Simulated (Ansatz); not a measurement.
MoW (CsCl type) was relaxed and computed twice in Ansatz (plane waves, PAW), once with PBE and once with PBEsol.

|  | run 1 | run 2 |
|---|---|---|
| cell | a = 3.1722 Å, b = 3.1722 Å, c = 3.1722 Å, α = 90.00°, β = 90.00°, γ = 90.00° | a = 3.1418 Å, b = 3.1418 Å, c = 3.1418 Å, α = 90.00°, β = 90.00°, γ = 90.00° |
| ΔH_f (eV/atom) | -0.01 | -0.01 |
| B₀ by P(V) fit (GPa) | 280 | 300 |

Q: Which run used which functional?

A: Run 1 is PBE, run 2 is PBEsol.

Typed or built starts, not in the databases checked: MoW, CsCl type. All cells were relaxed under the symmetry of their starts (and spin orders); stability against distortions was not tested throughout. Rows with no word on spin ran without spin polarisation. Scalar-relativistic: spin–orbit coupling is off unless named, which matters more the heavier the elements.

Potentials: the later of the program's two PAW sets.

Ansatz (a first-principles code) is a plane-wave DFT program.

Formation energies count from the lowest solids of the elements computed at the same level, not from gases.
